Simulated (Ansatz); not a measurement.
# Al3H: rattling a relaxed structure

It was reached by relaxing an invented guess, and it needn't be the stable form of this composition.

Theory: DFT PBE, scalar-relativistic, plane waves, PAW in Ansatz. Plane waves to 420 eV, a k mesh through Γ of 12×12×14 on the computed 4-atom cell and Gaussian smearing (0.10 eV); no spin polarisation.

The cell below (4 atoms, space group P6/mmm (No. 191)) is relaxed within its symmetry.

```xyz
4
Lattice="4.5661 0.0000 0.0000 -2.2830 3.9543 0.0000 0.0000 0.0000 3.3885" Properties=species:S:1:pos:R:3 pbc="T T T"
Al    0.0000    2.6362    0.0000
Al    2.2830    1.3181    0.0000
Al    0.0000    0.0000    1.6942
H     0.0000    0.0000    0.0000
```

For the test a repeat of it with 8 atoms (edges 3.39, 4.57, 7.91 Å) was strained at random (σ = 1.5 % a component), the atoms were moved at random (σ = 0.15 Å), and all was relaxed again on a coarse 6×6×4 mesh (in the run’s order of axes) with 0.20 eV smearing, with no symmetry imposed.

Question: Is the structure stable against such a distortion?

Answer: It doesn't return. The energy falls by 242 meV/atom on that mesh, the volume changes by -11.1 %, and the end has space group P2_1/m (No. 11) at a loose tolerance. Relaxed again on a 14×6×8 mesh with 0.10 eV smearing, the new structure lies 228 meV/atom below the first (mesh in the axes of the run's cell; the cell below is made exact in the group named). Space group Pmmn (No. 59), orthorhombic, a = 2.869 Å, b = 8.576 Å, c = 4.396 Å. Around Al on a site of symmetry m lies 1 H at 1.96 Å; Al on a site of symmetry mm2 has 2 H at 1.93 Å; around H lie 4 Al at 1.93–1.96 Å.

```cif
data_structure
_symmetry_space_group_name_H-M 'Pmmn:1'
_symmetry_Int_Tables_number 59
_cell_length_a 2.8692
_cell_length_b 8.5765
_cell_length_c 4.3955
_cell_angle_alpha 90.000
_cell_angle_beta 90.000
_cell_angle_gamma 90.000
_cell_volume 108.16
loop_
_atom_site_label
_atom_site_type_symbol
_atom_site_symmetry_multiplicity
_atom_site_Wyckoff_symbol
_atom_site_fract_x
_atom_site_fract_y
_atom_site_fract_z
_atom_site_occupancy
Al1 Al 4 e 0.50000 0.32233 0.25904 1
Al2 Al 2 b 0.00000 0.50000 0.83547 1
H1 H 2 a 0.00000 0.00000 0.45983 1
```
